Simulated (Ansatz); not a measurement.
## A run on Ga$_{3}$Sb that went wrong

Intended: Ga$_{3}$Sb, PBEsol, plane waves and PAW in Ansatz. The input:

```yaml
crystal:
  lattice:
    - [-2.158799, 2.158799, 4.760484]
    - [2.158799, -2.158799, 4.760484]
    - [2.158799, 2.158799, -4.760484]
  atoms:
    - { symbol: Ga, position: [0.75, 0.25, 0.5] }
    - { symbol: Ga, position: [0.25, 0.75, 0.5] }
    - { symbol: Ga, position: [0.5, 0.5, 0.0] }
    - { symbol: Sb, position: [0.0, 0.0, 0.0] }
basis:
  ecutwfc: 420
kpoints:
  mp_grid: { grid: [14, 14, 14] }
hamiltonian:
  xc: pbesol
scf:
  occupations: { method: gaussian, width: 0.1 }
  max_iter: 12
  convergence: { dr2_threshold: "1e-19 eV" }
output:
  forces: true
  stress: true
  eigenvalues: true
```

Command:

```bash
ansatz run input.yaml --threads 1 --pin off --max-ram 2560MiB --backend cpu --events-out ev --progress --plain --runs-dir out
```

The program printed (HF is the Harris–Foulkes energy, dr2 the density residual in eV):

```text
Pseudopotential: Ga, paw, valence charge 13, recommended cutoff 420 eV (normal)
Pseudopotential: Sb, paw, valence charge 15, recommended cutoff 420 eV (normal)
Crystal: 4 atoms, lattice volume = 88.743 Å³
Basis set: ecut = 420 eV, 1743 PW (Γ), exchange–correlation on 80×80×80 points (8 copies of the dense FFT grid, shifted against one another)
Bands: 33, of which v1, the nominal top of the filled ones, is band 27 counted from 1 (26 counted from 0)
Symmetry: 16 space group operations
Space group: I4/mmm (ITA 139), of the structure as read, at distance tolerance 4.5e-5 Å
k-points: 244 of 2744
PAW frozen core: Ga, regenerated for the run's functional, and the local potential with it (the file was generated under x = pbe(κ = 0.804, μ = 0.2195), c = pbe(β = 0.0667))
PAW frozen core: Sb, regenerated for the run's functional, and the local potential with it (the file was generated under x = pbe(κ = 0.804, μ = 0.2195), c = pbe(β = 0.0667))
Initial density: superposition of atomic densities, corrected by the library's trained network
SCF iter   1: HF=-17637.307395 eV  Δρ=1.91e-3  dr2=2.87e-3
SCF iter   2: HF=-17637.303758 eV  Δρ=1.15e-3  dr2=9.34e-4
SCF iter   3: HF=-17637.303475 eV  Δρ=5.06e-4  dr2=2.74e-4
SCF iter   4: HF=-17637.303388 eV  Δρ=1.67e-4  dr2=2.49e-5
   ...
SCF iter  10: HF=-17637.303383 eV  Δρ=1.56e-7  dr2=2.59e-11
SCF iter  11: HF=-17637.303383 eV  Δρ=3.91e-8  dr2=1.58e-12
SCF iter  12: HF=-17637.303383 eV  Δρ=1.51e-8  dr2=2.97e-13
Error: did not converge after 12 iterations: onsite_residual = 1.36e-12 (threshold 1.00e-19), under the density mixer `msr1`, which `scf.mixing.algorithm: auto` chose by the deck's other keys (type `scf.mixing.algorithm: msr1` to keep it); raise `scf.max_iter`, which need not help a stalled SCF …
```

Task: Name the fault and the cure.

Result: The fault is an SCF threshold too tight for the iterations allowed. The residual can't fall so far within the iterations allowed. The cure is the default threshold.

Fix:

```diff
 scf:
-  max_iter: 12
-  convergence: { dr2_threshold: "1e-19 eV" }
```

The mended run converges, with a pressure of -3.47 GPa, no gap.

Time of the mended run: 44 s on 1 thread of Intel(R) Xeon(R) Platinum 8488C (Sapphire Rapids) (shared host), peak memory 0.77 GiB.